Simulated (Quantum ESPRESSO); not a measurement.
# Solid-state NMR card for BaF2

```
BaF2
1.0
    0.00000     3.11287     3.11287
    3.11287     0.00000     3.11287
    3.11287     3.11287     0.00000
Ba F
1 2
Direct
  0.00000   0.00000   0.00000
  0.25000   0.25000   0.25000
  0.75000   0.75000   0.75000
```
Geometry: a computed entry of the Materials Project; it was not checked against measured cells. It is BaF2 in Fm-3m. Stability against distortions was not tested.

These are absolute shieldings with no macroscopic susceptibility term; δ = σ_ref − σ needs a reference computed alike. In our sweeps, cutoffs and meshes of this size left a few ppm, and up to some 20 ppm on atoms from Zn on. No spin–orbit coupling; Ba is the heaviest element present. The structure is static (0 K, no zero-point motion).

**Question.** What do the calculations give at each independent site (shieldings by GIPAW with PBE in a modified build of Quantum ESPRESSO, on JTH PAW datasets, 22.5 Ha, k-mesh 4×4×4 shifted, f-sum rule met within 0.001 %)?

**Answer.** 
| site | site symmetry | σ_iso (ppm) |
|---|---|---|
| Ba (atom 1) | m-3m | 5248 |
| F (atoms 2, 3) | -43m | 145 |
